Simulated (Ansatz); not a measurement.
A geometry of MgF2 away from equilibrium: the start of the relaxation of a generated cell, MgF2 placed in the AFLOW prototype A2B_hP9_152_c_a (as in SiO2). Computed with PBEsol (plane waves to 420 eV, PAW, scalar-relativistic; Ansatz, a program for electronic structure). Γ-centred k-mesh 6×6×5 on the run's cell (coarser than for final values), Fermi–Dirac smearing 0.05 eV.

```xyz
9
Lattice="4.7483 0.0000 0.0000 -2.3741 4.1121 0.0000 0.0000 0.0000 5.2237" Properties=species:S:1:pos:R:3:forces:R:3 pbc="T T T" free_energy=-10538.765 pressure_GPa=90.4
Mg     2.2312     0.0000     4.3531    0.1637    0.0000    0.0000
Mg    -1.1156     1.9323     0.8706   -0.0819    0.1418    0.0000
Mg     1.2585     2.1798     2.6118   -0.0819   -0.1418    0.0000
F      1.3276     1.0971     3.7297   -4.6991    0.4292    2.6159
F      3.1343     0.6012     0.2473    1.9778   -4.2841    2.6159
F      2.6605     2.4138     1.9885    2.7213    3.8549    2.6159
F     -1.0465     3.0150     4.9764   -4.6991   -0.4292   -2.6159
F      0.2863     1.6983     1.4940    2.7213   -3.8549   -2.6159
F      0.7602     3.5109     3.2352    1.9778    4.2841   -2.6159
```

Positions in Å, forces in eV/Å, free energy of the cell in eV (comparable only within this code, potentials and settings). Largest force: 5.40 eV/Å, on F4, F5, F6, F7, F8, F9 (atoms numbered as listed); the geometry lies 1.48 eV/atom above the end of its relaxation.

No spin polarisation in the result.

The run could not lose the symmetry of its start, so the end can be a saddle point.

The end of the path is a generated cell of MgF2: the first start was made by placing the elements on the sites of a structure type, and the end was not matched to a known phase here, so it may be hypothetical. Known forms of MgF2 include space group No. 136.
